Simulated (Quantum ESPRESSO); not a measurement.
# Si4O6FN: finding a planted mistake in a log

Computed values, not a measurement. The program is pw.x of Quantum ESPRESSO 7.5 (plane-wave density functional theory). The cell is made up: 12 atoms on a rutile lattice, with randomly drawn elements, strain and displacements, not relaxed. PseudoDojo standard norm-conserving files (v0.5 for PBE, v0.4.1 for LDA and PBEsol) set the functional; there is no spin polarisation, spin-orbit coupling or dispersion term, and the masses in the input are unused placeholders.

Intended input:

```
&control calculation='scf', pseudo_dir='./dojo.nc.sr.pbe.v0_5.standard.upf', outdir='./o', disk_io='low', tprnfor=.true., tstress=.true. /
&system ibrav=0, nat=12, ntyp=4, nbnd=38, ecutwfc=84.00895049, nosym=.true., tot_charge=0,
 occupations='smearing', smearing='fd', degauss=0.0018374661
/
&electrons conv_thr=7.350e-09, electron_maxstep=60, /
ATOMIC_SPECIES
F 1.0 F.upf
N 1.0 N.upf
O 1.0 O.upf
Si 1.0 Si.upf
CELL_PARAMETERS angstrom
4.2781 -0.0287 -0.0523
-0.0287 4.3094 0.0354
-0.0666 0.045 5.4682
ATOMIC_POSITIONS angstrom
Si 0.151 0.1018 -0.1124
Si 2.1403 2.0473 1.3093
Si -0.0845 0.0527 2.5281
Si 2.0552 2.1026 4.1543
O 1.3587 1.3222 -0.0723
F 2.9561 3.0862 0.0069
O 3.5214 0.838 1.3405
N 0.8163 3.5073 1.3433
O 1.1582 1.2146 2.711
O 2.9371 2.8304 2.7454
O 3.3895 0.9518 4.1305
O 0.7427 3.5385 4.1692
K_POINTS automatic
5 5 4 1 1 1
```

The log is shortened where brackets say so; the opening notice, blank lines, dates and the lines on written files are dropped, and the path of the files is cut. It prints rydbergs, bohrs and kilobars, and counts compression as positive stress. Where no state is partly filled, the Fermi energy that it prints is only some level between the filled and the empty states on the mesh, and need not lie in the true gap.

Log of the intended run:

```
     Program PWSCF v.7.5
     Parallel version (MPI & OpenMP), running on       4 processor cores
     Number of MPI processes:                 4
     Threads/MPI process:                     1
     [start-up lines left out]
     bravais-lattice index     =            0
     lattice parameter (alat)  =       8.0852  a.u.
     unit-cell volume          =     680.1362 (a.u.)^3
     number of atoms/cell      =           12
     number of atomic types    =            4
     number of electrons       =        64.00
     number of Kohn-Sham states=           38
     kinetic-energy cutoff     =      84.0090  Ry
     charge density cutoff     =     336.0358  Ry
     scf convergence threshold =      7.3E-09
     mixing beta               =       0.7000
     number of iterations used =            8  plain     mixing
     Exchange-correlation= PBE
                           (   1   4   3   4   0   0   0)
     [axes and pseudopotential details left out]
   Cartesian axes
     site n.     atom                  positions (alat units)
         1        Si     tau(   1) = (   0.0352926   0.0237933  -0.0262708  )
         2        Si     tau(   2) = (   0.5002436   0.4785070   0.3060173  )
         3        Si     tau(   3) = (  -0.0197498   0.0123174   0.5908825  )
         4        Si     tau(   4) = (   0.4803535   0.4914321   0.9709675  )
         5        O      tau(   5) = (   0.3175634   0.3090324  -0.0168984  )
         6        F      tau(   6) = (   0.6909171   0.7213249   0.0016127  )
         7        O      tau(   7) = (   0.8230424   0.1958623   0.3133096  )
         8        N      tau(   8) = (   0.1907905   0.8197469   0.3139640  )
         9        O      tau(   9) = (   0.2707013   0.2838835   0.6336309  )
        10        O      tau(  10) = (   0.6864763   0.6615378   0.6416711  )
        11        O      tau(  11) = (   0.7922139   0.2224603   0.9654048  )
        12        O      tau(  12) = (   0.1735882   0.8270391   0.9744500  )
     number of k points=    50  Fermi-Dirac smearing, width (Ry)=  0.0018
                       cart. coord. in units 2pi/alat
        k(    1) = (   0.1018758   0.0991549   0.0982293), wk =   0.0400000
        k(    2) = (   0.1042569   0.0975636   0.2938804), wk =   0.0400000
     [further k points left out]
     Dense  grid:    70765 G-vectors     FFT dimensions: (  48,  48,  64)
     Estimated max dynamical RAM per process >     167.66 MB
     Estimated total dynamical RAM >     618.81 MB
     Initial potential from superposition of free atoms
     starting charge      63.9975, renormalised to      64.0000
     Starting wfcs are   48 randomized atomic wfcs
     total cpu time spent up to now is        7.7 secs
     per-process dynamical memory:   134.9 Mb
     Self-consistent Calculation
     iteration #  1     ecut=    84.01 Ry     beta= 0.70
     Davidson diagonalization with overlap
     ethr =  1.00E-02,  avg # of iterations =  2.9
     total cpu time spent up to now is       22.1 secs
     total energy              =    -301.85570811 Ry
     estimated scf accuracy    <       2.73341282 Ry
     iteration #  2     ecut=    84.01 Ry     beta= 0.70
     Davidson diagonalization with overlap
     ethr =  4.27E-03,  avg # of iterations =  3.0
     total cpu time spent up to now is       36.3 secs
     total energy              =    -302.56886610 Ry
     estimated scf accuracy    <       2.03329832 Ry
     [iterations 3 to 9 left out]
     iteration # 10     ecut=    84.01 Ry     beta= 0.70
     Davidson diagonalization with overlap
     ethr =  2.46E-09,  avg # of iterations =  2.0
     total cpu time spent up to now is      134.1 secs
     total energy              =    -302.99145761 Ry
     estimated scf accuracy    <       0.00000023 Ry
     iteration # 11     ecut=    84.01 Ry     beta= 0.70
     Davidson diagonalization with overlap
     ethr =  3.56E-10,  avg # of iterations =  2.1
     total cpu time spent up to now is      146.2 secs
     End of self-consistent calculation
     [lines on levels left out]
     the Fermi energy is    12.5603 ev
!    total energy              =    -302.99145766 Ry
     estimated scf accuracy    <          7.1E-09 Ry
     smearing contrib. (-TS)   =       0.00000000 Ry
     internal energy E=F+TS    =    -302.99145766 Ry
     The total energy is F=E-TS. E is the sum of the following terms:
     one-electron contribution =     -42.03424316 Ry
     hartree contribution      =      68.54282047 Ry
     xc contribution           =     -81.36371587 Ry
     ewald contribution        =    -248.13631911 Ry
     convergence has been achieved in  11 iterations
     Forces acting on atoms (cartesian axes, Ry/au):
     atom    1 type  4   force =     0.06036734   -0.06734442    0.09560266
     atom    2 type  4   force =    -0.12562969    0.07577396    0.21450172
     atom    3 type  4   force =     0.15795478   -0.19588197    0.17478478
     atom    4 type  4   force =    -0.02757004    0.04431828   -0.26291247
     atom    5 type  3   force =     0.03652987    0.03106104    0.04918882
     atom    6 type  1   force =    -0.03531290   -0.06573523   -0.03339879
     atom    7 type  3   force =    -0.19838089    0.14712918   -0.19556764
     atom    8 type  2   force =     0.01048599   -0.04600714   -0.06761738
     atom    9 type  3   force =     0.12510232    0.10891025    0.04661685
     atom   10 type  3   force =    -0.02000131    0.05246274    0.01252599
     atom   11 type  3   force =     0.00777668   -0.05356704    0.01814997
     atom   12 type  3   force =     0.00867785   -0.03111965   -0.05187451
     Total force =     0.638756     Total SCF correction =     0.000237
     Computing stress (Cartesian axis) and pressure
          total   stress  (Ry/bohr**3)                   (kbar)     P=       40.15
   0.00010944   0.00093840   0.00026973           16.10      138.04       39.68
   0.00093840   0.00009086  -0.00035646          138.04       13.37      -52.44
   0.00026973  -0.00035646   0.00061845           39.68      -52.44       90.98
     init_run     :      5.20s CPU      5.35s WALL (       1 calls)
     electrons    :    137.98s CPU    138.55s WALL (       1 calls)
     forces       :      2.57s CPU      2.60s WALL (       1 calls)
     stress       :      6.50s CPU      6.50s WALL (       1 calls)
     [timing details left out]
     PWSCF        :   2m34.60s CPU   2m35.43s WALL
     JOB DONE.
```

A second run was made from an input with one planted mistake. Its log:

```
     Program PWSCF v.7.5
     Parallel version (MPI & OpenMP), running on       4 processor cores
     Number of MPI processes:                 4
     Threads/MPI process:                     1
     [start-up lines left out]
     bravais-lattice index     =            0
     lattice parameter (alat)  =       7.9301  a.u.
     unit-cell volume          =     641.7188 (a.u.)^3
     number of atoms/cell      =           12
     number of atomic types    =            4
     number of electrons       =        64.00
     number of Kohn-Sham states=           38
     kinetic-energy cutoff     =      84.0090  Ry
     charge density cutoff     =     336.0358  Ry
     scf convergence threshold =      7.3E-09
     mixing beta               =       0.7000
     number of iterations used =            8  plain     mixing
     Exchange-correlation= PBE
                           (   1   4   3   4   0   0   0)
     [axes and pseudopotential details left out]
   Cartesian axes
     site n.     atom                  positions (alat units)
         1        Si     tau(   1) = (   0.0352921   0.0237822  -0.0262606  )
         2        Si     tau(   2) = (   0.5002374   0.4785045   0.3060237  )
         3        Si     tau(   3) = (  -0.0197550   0.0123201   0.5908863  )
         4        Si     tau(   4) = (   0.4803394   0.4914203   0.9709495  )
         5        O      tau(   5) = (   0.3175573   0.3090262  -0.0168954  )
         6        F      tau(   6) = (   0.6909005   0.7213074   0.0016204  )
         7        O      tau(   7) = (   0.8230373   0.1958580   0.3133156  )
         8        N      tau(   8) = (   0.1907822   0.8197488   0.3139590  )
         9        O      tau(   9) = (   0.2707077   0.2838857   0.6336134  )
        10        O      tau(  10) = (   0.6864681   0.6615420   0.6416679  )
        11        O      tau(  11) = (   0.7922014   0.2224522   0.9653971  )
        12        O      tau(  12) = (   0.1735770   0.8270407   0.9744525  )
     number of k points=    50  Fermi-Dirac smearing, width (Ry)=  0.0018
                       cart. coord. in units 2pi/alat
        k(    1) = (   0.1018747   0.0991541   0.0982307), wk =   0.0400000
        k(    2) = (   0.1042561   0.0975637   0.2938839), wk =   0.0400000
     [further k points left out]
     Dense  grid:    66717 G-vectors     FFT dimensions: (  48,  48,  60)
     Estimated max dynamical RAM per process >     158.45 MB
     Estimated total dynamical RAM >     584.93 MB
     Initial potential from superposition of free atoms
     starting charge      63.9975, renormalised to      64.0000
     Starting wfcs are   48 randomized atomic wfcs
     total cpu time spent up to now is        7.3 secs
     per-process dynamical memory:   127.7 Mb
     Self-consistent Calculation
     iteration #  1     ecut=    84.01 Ry     beta= 0.70
     Davidson diagonalization with overlap
     ethr =  1.00E-02,  avg # of iterations =  3.0
     total cpu time spent up to now is       21.4 secs
     total energy              =    -301.84022096 Ry
     estimated scf accuracy    <       2.76056926 Ry
     iteration #  2     ecut=    84.01 Ry     beta= 0.70
     Davidson diagonalization with overlap
     ethr =  4.31E-03,  avg # of iterations =  3.0
     total cpu time spent up to now is       34.6 secs
     total energy              =    -302.61522562 Ry
     estimated scf accuracy    <       1.71032009 Ry
     [iterations 3 to 10 left out]
     iteration # 11     ecut=    84.01 Ry     beta= 0.70
     Davidson diagonalization with overlap
     ethr =  2.85E-11,  avg # of iterations =  3.7
     total cpu time spent up to now is      126.1 secs
     total energy              =    -302.95861390 Ry
     estimated scf accuracy    <          8.0E-09 Ry
     iteration # 12     ecut=    84.01 Ry     beta= 0.70
     Davidson diagonalization with overlap
     ethr =  1.25E-11,  avg # of iterations =  2.0
     total cpu time spent up to now is      135.4 secs
     End of self-consistent calculation
     [lines on levels left out]
     the Fermi energy is    13.7589 ev
!    total energy              =    -302.95861390 Ry
     estimated scf accuracy    <          9.7E-10 Ry
     smearing contrib. (-TS)   =       0.00000000 Ry
     internal energy E=F+TS    =    -302.95861390 Ry
     The total energy is F=E-TS. E is the sum of the following terms:
     one-electron contribution =     -34.90503452 Ry
     hartree contribution      =      66.84297060 Ry
     xc contribution           =     -81.90506441 Ry
     ewald contribution        =    -252.99148557 Ry
     convergence has been achieved in  12 iterations
     Forces acting on atoms (cartesian axes, Ry/au):
     atom    1 type  4   force =     0.04953472   -0.07094105    0.11628272
     atom    2 type  4   force =    -0.13310164    0.08469691    0.22941449
     atom    3 type  4   force =     0.15984514   -0.23133926    0.22318678
     atom    4 type  4   force =    -0.03020905    0.06367041   -0.29158036
     atom    5 type  3   force =     0.02684717    0.02293828    0.06148285
     atom    6 type  1   force =    -0.03038953   -0.06033567   -0.03675777
     atom    7 type  3   force =    -0.22951349    0.17671246   -0.23488284
     atom    8 type  2   force =     0.02930470   -0.07010909   -0.07304956
     atom    9 type  3   force =     0.13967650    0.12226056    0.05381225
     atom   10 type  3   force =    -0.00934687    0.07003081    0.01439897
     atom   11 type  3   force =     0.00540761   -0.05686081    0.00827688
     atom   12 type  3   force =     0.02194473   -0.05072354   -0.07058441
     Total force =     0.729685     Total SCF correction =     0.000040
     Computing stress (Cartesian axis) and pressure
          total   stress  (Ry/bohr**3)                   (kbar)     P=      219.67
   0.00124087   0.00097019   0.00033184          182.54      142.72       48.82
   0.00097019   0.00122259  -0.00046363          142.72      179.85      -68.20
   0.00033184  -0.00046363   0.00201632           48.82      -68.20      296.61
     init_run     :      5.36s CPU      5.54s WALL (       1 calls)
     electrons    :    127.61s CPU    128.21s WALL (       1 calls)
     forces       :      1.89s CPU      1.91s WALL (       1 calls)
     stress       :      8.12s CPU      8.13s WALL (       1 calls)
     [timing details left out]
     PWSCF        :   2m24.78s CPU   2m25.66s WALL
     JOB DONE.
```

Question: what was wrong in the second input?

Answer: the cell and the positions are scaled by a wrong factor. The input lines that differ, file-writing options aside:

```
- 4.2781 -0.0287 -0.0523
+ 4.196 -0.0281 -0.0513
- -0.0287 4.3094 0.0354
+ -0.0281 4.2267 0.0347
- -0.0666 0.045 5.4682
+ -0.0653 0.0441 5.3632
- Si 0.151 0.1018 -0.1124
+ Si 0.1481 0.0998 -0.1102
- Si 2.1403 2.0473 1.3093
+ Si 2.0992 2.008 1.2842
- Si -0.0845 0.0527 2.5281
+ Si -0.0829 0.0517 2.4796
- Si 2.0552 2.1026 4.1543
+ Si 2.0157 2.0622 4.0745
- O 1.3587 1.3222 -0.0723
+ O 1.3326 1.2968 -0.0709
- F 2.9561 3.0862 0.0069
+ F 2.8993 3.0269 0.0068
- O 3.5214 0.838 1.3405
+ O 3.4538 0.8219 1.3148
- N 0.8163 3.5073 1.3433
+ N 0.8006 3.44 1.3175
- O 1.1582 1.2146 2.711
+ O 1.136 1.1913 2.6589
- O 2.9371 2.8304 2.7454
+ O 2.8807 2.7761 2.6927
- O 3.3895 0.9518 4.1305
+ O 3.3244 0.9335 4.0512
- O 0.7427 3.5385 4.1692
+ O 0.7284 3.4706 4.0892
```

```
                                            intended run  run with the mistake
                          free energy (eV)     -4122.409             -4121.962
                    smearing term -TS (eV)        0.0000                0.0000
                            pressure (GPa)          4.01                 21.97
            largest force component (eV/Å)         6.760                 7.497
largest change of a force component (eV/Å)                               1.244
                                iterations            11                    12
```

For scale, a rerun of the intended cell at a cutoff of 1437 eV and k mesh 7 x 7 x 6 moved values by no more than 0.003 eV in energy, 0.04 GPa in stress and 0.002 eV/Å in force.